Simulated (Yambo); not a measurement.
```
CELL_PARAMETERS angstrom
      2.55732     1.47647     4.55700
     -2.55732     1.47647     4.55700
      0.00000    -2.95293     4.55700
ATOMIC_POSITIONS crystal
  Li 0.50000 0.50000 0.50000
  F  0.24675 0.87185 0.63645
  F  0.75325 0.12815 0.36355
  F  0.87185 0.63645 0.24675
  F  0.12815 0.36355 0.75325
  F  0.63645 0.24675 0.87185
  F  0.36355 0.75325 0.12815
  Nb 0.00000 0.00000 0.00000
```

Response from Yambo on norm-conserving LDA (Quantum ESPRESSO, 84 Ry, scalar-relativistic) bands: 4×4×4 mesh, 89 bands, 3 Ry local-field block, 0.2 eV broadening.

Q: Give the static electronic dielectric constant without and with local fields along each axis.

A: 
```tsv
field along	ε(0), independent particles	ε(0), RPA with local fields	refractive index √ε
x	2.86	2.35	1.53
z	2.87	2.34	1.53
```
Electronic (clamped-ion) response only. LDA gaps are usually too small, which raises these values. Convergence of the RPA response with its 4×4×4 mesh was not tested. x, y and z are Cartesian axes of the cell as given.

Spin-orbit coupling is not included.

Geometry of the Materials Project entry, not relaxed at this level.

The structure is a Materials Project entry; no match was found in the copy of COD used, and its stability was not checked.
